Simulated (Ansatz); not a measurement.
Input file for Ansatz (an electronic-structure program):

Ansatz 0.2 input:
```yaml
crystal:
  lattice:
    - [4.5711948194, 0.0, 0.0]
    - [0.0, 4.5707612345, 0.0]
    - [-2.432797389, 0.0, 4.9682269424]
  atoms:
    - { symbol: Si, position: [0.791485757, 0.6480612507, 0.0653542422] }
    - { symbol: Si, position: [0.208514243, 0.3519387493, 0.9346457578] }
    - { symbol: Si, position: [0.208514243, 0.1480612507, 0.4346457578] }
    - { symbol: Si, position: [0.791485757, 0.8519387493, 0.5653542422] }
    - { symbol: Rh, position: [0.3004734447, 0.6458608538, 0.6139339137] }
    - { symbol: Rh, position: [0.6995265553, 0.3541391462, 0.3860660863] }
    - { symbol: Rh, position: [0.6995265553, 0.1458608538, 0.8860660863] }
    - { symbol: Rh, position: [0.3004734447, 0.8541391462, 0.1139339137] }
kpoints:
  mp_grid: { grid: [10, 9, 8] }
hamiltonian:
  xc: pbesol
  pseudopotentials: { azcp: { folder: ./paw }, kind: paw }
scf:
  occupations: { method: fermi_dirac, width: 0.1 }
phonons:
  method: dfpt
  response_accuracy: low
  eigenvectors: true
  rigid_motions: translations
```

Output (shortened):

```
Pseudopotential: Si, paw, valence charge 4
Pseudopotential: Rh, paw, valence charge 17
Functional definition: PBEsol
Crystal: 8 atoms, lattice volume = 103.805 Å³
Basis set: ecut = 420 eV, 2021 PW (Γ), exchange–correlation on 64×64×80 points (8 copies of the dense FFT grid, shifted against one another)
Bands: 51, of which v1, the nominal top of the filled ones, is band 42 counted from 1 (41 counted from 0)
Symmetry: 4 space group operations
k-points: 362 of 720 (irreducible under 1 space group operation, time reversal used)
SCF iter   1: F=—  HF=-27852.033980 eV  |F-HF|=—  |Δ(HF+E_count)|=         —  Δρ=1.20e-1  dr2=1.75e1  ethr=3.10e-3  ⟨swp⟩=7.4  Hψ=73780  notcnv=0
preconditioner: auto → Kerker (q_TF=auto, 2.634 Å⁻¹)
SCF iter   2: F=—  HF=-27848.862943 eV  |F-HF|=—  |Δ(HF+E_count)|=    3.17e0  Δρ=5.00e-2  dr2=2.88e0  ethr=3.10e-3  ⟨swp⟩=3.0  Hψ=39543  notcnv=0  defer=89
SCF iter   3: F=—  HF=-27848.283431 eV  |F-HF|=—  |Δ(HF+E_count)|=   5.80e-1  Δρ=1.04e-2  dr2=5.76e-2  ethr=3.10e-3  ⟨swp⟩=2.0  Hψ=28284  notcnv=0  defer=91
SCF iter   4: F=—  HF=-27848.275178 eV  |F-HF|=—  |Δ(HF+E_count)|=   8.25e-3  Δρ=1.34e-3  dr2=1.52e-3  ethr=6.85e-5  ⟨swp⟩=2.7  Hψ=35643  notcnv=0  defer=111
SCF iter   5: F=—  HF=-27848.274786 eV  |F-HF|=—  |Δ(HF+E_count)|=   3.92e-4  Δρ=2.60e-4  dr2=7.47e-5  ethr=1.80e-6  ⟨swp⟩=2.0  Hψ=27619  notcnv=0  defer=111
SCF iter   6: F=—  HF=-27848.274767 eV  |F-HF|=—  |Δ(HF+E_count)|=   1.88e-5  Δρ=3.67e-5  dr2=1.36e-6  ethr=8.90e-8  ⟨swp⟩=2.3  Hψ=28309  notcnv=0  defer=111
SCF iter   7: F=—  HF=-27848.274767 eV  |F-HF|=—  |Δ(HF+E_count)|=   4.89e-8  Δρ=1.17e-5  dr2=1.71e-7  ethr=1.62e-9  ⟨swp⟩=2.0  Hψ=27630  notcnv=0  defer=111
SCF iter   8: F=—  HF=-27848.274767 eV  |F-HF|=—  |Δ(HF+E_count)|=   4.02e-8  Δρ=2.40e-6  dr2=6.04e-9  ethr=2.03e-10  ⟨swp⟩=2.0  Hψ=26276  notcnv=0  defer=111
SCF iter  10: F=-27848.274767 eV  HF=-27848.274767 eV  |F-HF|=3.64e-12  |Δ(HF+E_count)|=  3.27e-11  Δρ=6.26e-8  dr2=3.02e-12  ethr=1.00e-12  ⟨swp⟩=9.4  Hψ=85025  notcnv=0
SCF 1 converged in 10 iterations: F = -27848.274767 eV  dr2 = 3.02e-12
DFPT response loops at Γ: preconditioner auto → Kerker (q_TF=auto, 2.634 Å⁻¹) (partly filled bands, converged f_vac=0.000) …
SCF converged after 10 iterations
Free energy (F): -27848.274767 eV
Harris-Foulkes:  -27848.274767 eV  (|F-HF|=3.64e-12)
Internal energy: -27848.247688 eV  (E = F + TS)
E sigma→0 (E₀):  -27848.261227 eV
Entropy (-TS):   -0.027080 eV (-3.385 meV/atom)
Fermi energy:    18.218323 eV
--- Per-component energies (eV) ---
  E_band       = -471.627494
  E_kinetic    = 2337.657030
  E_local      = -8106.400407  (includes V_loc(G=0)·N_el)
  E_nonlocal   = 1287.719316
  E_hartree    = 3197.113230
  E_xc         = -1038.001686
  E_vxc        = -1217.752076  (∫ρ·V_xc dr)
  E_paw        = -16153.279894  (= ΣΔE_a)
  E_vpaw       = -1167.078230  (= ΣTr[D̂ρ^β])
  E_aug_tail   = 0.000451  (compensation charges beyond the density's cutoff)
  E_ewald      = -9374.286772
  E_core_change = 1.231045  (= ΣΔE_core)
  E_smearing   = -0.027080  (= −TS)
  E_closure    = 0.000000  (closes the sum)
  Σ components = -27848.274767   (vs F -27848.274767, Δ=0.00e0)
  [band-id]    e_kinetic+e_local+e_nonlocal+2·e_hartree+e_vxc+e_vpaw+e_augmentation_tail = -471.627457   (vs E_band -471.627494, Δ=3.76e-5)
--- Band table (eV; the first three rows and the last of 362) ---
  k-point 0: bands = ["-60.7805", "-60.7526", "-60.7503", "-60.7483", "-28.8890", "-28.8618", "-28.8154", "-28.8072", "-28.7662", "-28.7654", "-28.7082", "-28.6626", "-28.6407", "-28.6348", "-28.5839", "-28.5589", "5.1868", "8.8360", "9.2343", "9.9107", …
  k-point 1: bands = ["-60.7797", "-60.7553", "-60.7486", "-60.7481", "-28.8891", "-28.8639", "-28.8128", "-28.8049", "-28.7669", "-28.7637", "-28.7062", "-28.6598", "-28.6394", "-28.6354", "-28.5882", "-28.5637", "5.2828", "8.5636", "9.2851", "10.0203", …
  k-point 2: bands = ["-60.7774", "-60.7596", "-60.7477", "-60.7471", "-28.8887", "-28.8694", "-28.8055", "-28.7988", "-28.7694", "-28.7634", "-28.6962", "-28.6530", "-28.6371", "-28.6354", "-28.6008", "-28.5768", "5.5652", "7.9736", "9.4286", "10.1219", …
  k-point 361: bands = ["-60.7654", "-60.7637", "-60.7530", "-60.7496", "-28.8807", "-28.8689", "-28.8317", "-28.8203", "-28.7524", "-28.7459", "-28.7184", "-28.7117", "-28.6185", "-28.6149", "-28.5708", "-28.5653", "7.9974", "8.2985", "9.0180", "9.0295", …
--- Phonons (Γ-DFPT): 6 representative perturbations + reference, on 362 of 720 k-points (Σ response iterations 19) ---
  ASR residual: 3.271e-4 → 0.000e0 eV/Å²; symmetrization residual: 1.609e-4 eV/Å²
  ASR residual per site (eV/Å²): 1.43e-4 1.43e-4 1.43e-4 1.43e-4 3.27e-4 3.27e-4 3.27e-4 3.27e-4
  Γ frequencies (cm⁻¹): 0.00 0.00 0.00 124.31 152.68 155.76 168.54 188.22 204.19 210.97 229.96 238.92 249.24 251.34 265.67 267.26 277.29 315.39 316.34 342.89 383.10 384.52 385.54 420.45
  non-analytic LO–TO correction: not included (Born effective charges unavailable; polar crystals: no LO–TO splitting at Γ)
```

Cost: roughly 11 core-minutes on shared cores.

Space group P2_1/c. The workflow started from a Materials Project entry (that database holds measured and hypothetical structures alike); the Crystallography Open Database files this formula in space group No. 14, but the cells were not matched. Whether it is the stable phase at ambient conditions was not checked. Symmetry was held in the PBEsol relaxation; of distortions, only those at the zone centre were tested. The run is not spin-polarised. As this level gives no gap, phonon frequencies hold no LO–TO term and depend on the k-mesh and smearing (Fermi–Dirac, 0.1 eV here). Spin–orbit coupling is left out wherever it is not named.

Potentials: the earlier of the program's two PAW sets.

Ansatz is a plane-wave DFT program.
